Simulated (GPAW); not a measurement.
# Equation of state of Mg3TiO4 under PBE

```cif
data_structure
_symmetry_space_group_name_H-M 'P 1'
_symmetry_Int_Tables_number 1
_cell_length_a 4.3137
_cell_length_b 4.3137
_cell_length_c 4.3137
_cell_angle_alpha 90.000
_cell_angle_beta 90.000
_cell_angle_gamma 90.000
_cell_volume 80.27
loop_
_atom_site_label
_atom_site_type_symbol
_atom_site_fract_x
_atom_site_fract_y
_atom_site_fract_z
_atom_site_occupancy
Ti1 Ti 0.00000 0.00000 0.00000 1
Mg1 Mg 0.50000 0.50000 0.00000 1
Mg2 Mg 0.50000 0.00000 0.50000 1
Mg3 Mg 0.00000 0.50000 0.50000 1
O1 O 0.00000 0.50000 0.00000 1
O2 O 0.00000 0.00000 0.50000 1
O3 O 0.50000 0.50000 0.50000 1
O4 O 0.50000 0.00000 0.00000 1
```

The cell comes from a database or a generator and needn't be the stable form of this composition.

The cell was scaled at fixed shape and fractions and run with GPAW, GPAW PAW data sets (gpaw-data 1.2.1), cutoff 800 eV; PBE, k mesh 5 × 5 × 5 on the cell of 8 atoms, fermi-dirac occupations of 0.05 eV, no spin polarisation, no spin-orbit coupling. Energies are those that the program minimises, any entropy of the smearing included. For a metal such a mesh isn't converged to the digits shown.

```csv
V (Å³/atom),energy over the lowest row (meV/atom)
9.4314,8.62
9.6320,2.09
9.8327,0.00
10.0334,1.64
10.2341,?
10.4347,14.66
10.6354,25.57
```

Q: Fit the third-order Birch-Murnaghan form, give V0, B0 and B′, and predict the energy left open.

A: With y = (V0/V)^(2/3), E = E0 + (9 V0 B0/16) [(y - 1)³ B′ + (y - 1)² (6 - 4y)]. Least squares through the rows shown give V0 = 9.8438 Å³/atom, E0 = -0.03 meV, B0 = 148.1 GPa (1 eV/Å³ = 160.218 GPa) and B′ = 4.42, with a largest miss of 0.07 meV, so B0 and B′ are loose. At V = 10.2341 the form with these constants gives 6.64 meV; the run gave 6.62 meV an atom.
